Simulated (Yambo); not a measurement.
Yambo run on K$_{2}$Pt (space group Fm-3m, No. 225). The wavefunctions are PBEsol (Quantum ESPRESSO, PseudoDojo norm-conserving, 84 Ry, scalar-relativistic) ones on a 4×4×4 mesh (18 occupied bands); a = b = c = 5.2837 Å, α = β = γ = 60.00°.

Yambo input:

```
rim_cut
gw0
dyson
el_el_corr
HF_and_locXC
ppa
em1d
RandQpts= 1000000
RandGvec= 1 Ry
EXXRLvcs= 84 Ry
VXCRLvcs= 336 Ry
Chimod= "HARTREE"
% BndsRnXp
 5 | 154 |
%
NGsBlkXp= 7 Ry
% LongDrXp
 1.0 | 1.0 | 1.0 |
%
PPAPntXp= 27.2114 eV
% GbndRnge
 1 | 154 |
%
GTermKind= "none"
DysSolver= "n"
ExtendOut
% QPkrange
 3 | 3 | 18 | 19 |
 7 | 7 | 18 | 18 |
%
```

k points by index: 3 = L, 7 = X.

The o-*.qp file then holds:

```
#    K-point    Band    Eo [eV]    E [eV]    E-Eo [eV]    Vxc [eV]    Vnlxc [eV]    Sc|Eo [eV]    Sc|E [eV]    dSc/dw|Eo [eV]    Re(Z)    Im(Z)
#
    3    18    -0.066941    -0.532634    -0.465694    -19.22652    -23.76576    3.917603    4.073540    -9.105595    0.749264    -0.002850
    3    19    1.400760    1.656601    0.255841    -7.262048    -4.294801    -2.657470    -2.711406    -5.734493    0.825940    -0.001299
    7    18    0.000000    -0.454978    -0.454978    -19.24966    -23.63202    3.776137    3.927378    -9.040075    0.750620    -0.002566
```
(The two width columns are left out.) Convergence of these settings isn't established.

Spin-orbit coupling is not included.

Geometry relaxed with PBEsol.

The structure is a Materials Project entry; no match was found in the copy of COD used, and its stability was not checked.
